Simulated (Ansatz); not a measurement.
SiC (wurtzite, P6_3mc), DFT-LDA in the program Ansatz with PAW potentials. The conduction-band minimum lies at K, with 2 equivalent valleys. Second derivatives d²E/dk² of the lowest band at one valley (eV·Å²), along Cartesian directions:

| direction | d²E/dk² |
|---|---|
| [100] | 17.82 |
| [010] | 17.82 |
| [001] | 29.34 |
| [110] | 17.82 |
| [101] | 23.58 |
| [011] | 23.58 |

Problem. Find the principal effective masses, the density-of-states mass and the conductivity mass.

Solution. Off-diagonal terms follow from H_xy = H[110] − (H_xx + H_yy)/2, and m*/mₑ = 7.620 eV·Å² over each eigenvalue: 0.26, 0.43, 0.43. One valley's DOS mass (m₁m₂m₃)^(1/3) = 0.36, conductivity mass 3/(Σ 1/mᵢ) = 0.35 mₑ.

Problem. What effective density of states Nc follows at 300 K for parabolic valleys?

Solution. Nc = 2.509e19 × 2 × (0.36)^(3/2) ≈ 1.1e19 cm⁻³.

Problem. With the computed static dielectric constant 10.5 (mean of the diagonal), estimate a hydrogenic donor's binding energy and radius.

Solution. E = 13.606 eV × 0.35/10.5² ≈ 43 meV; a = 0.529 Å × ε/m* ≈ 16 Å. Semilocal masses tend to be too small where the gap is.

Symmetry was held in the LDA relaxation; phonons on a q-mesh show no instability.

Potentials: the later of the program's two PAW sets.
